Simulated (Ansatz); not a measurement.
A distorted cell of VO2 (rutile):

```xyz
6
Lattice="4.8153 0.0000 0.0000 0.0000 4.8153 0.0000 0.0000 0.0000 2.6243" Properties=species:S:1:pos:R:3 pbc="T T T"
V      0.0000     0.0000     0.0000
V      2.4077     2.4077     1.3121
O      1.4447     1.4447     0.0000
O      3.8523     0.9630     1.3121
O      0.9630     3.8523     1.3121
O      3.3707     3.3707     0.0000
```

These are PBE (plane waves to 420 eV, PAW, scalar-relativistic; Ansatz, a quantum-chemistry and plane-wave program) values and carry that method's errors. k mesh 10×10×16 (Γ-centred), Fermi-Dirac smearing 0.05 eV. E stands for the smeared free energy. Compression counts positive. The magnetisation changes by over a third across the map, so nothing is fitted. As the atoms are clamped, bonds stretch with the cell, which overstates energies and stresses. With partly filled bands, the response to shear is sensitive to the k mesh, so small differences along c/a are uncertain. Relaxed VO2 ends ferromagnetic. The PAW data are Ansatz's earlier set. This is a high-temperature form of VO2. VO2 is run spin-polarised and with no Hubbard U. VO2 was relaxed with its symmetry unable to fall. Other magnetic orders were not checked, so this need not be the ground state.

Q: Give the stress tensor in GPa and the pressure.

A: 
```
  -11.0      0.0      0.0
    0.0    -11.0      0.0
    0.0      0.0     14.9
```
The pressure, a third of the trace, is -2.4 GPa.

Q: It is the relaxed cell deformed to V/V₀ = 1.020, (c/a)/(c/a)₀ = 0.880, c along z, fractional positions held. What is its energy relative to the relaxed cell?

A: 83 meV/atom.

(Under strain, the slope of the energy per volume gives the stress and its curvature an elastic modulus.)
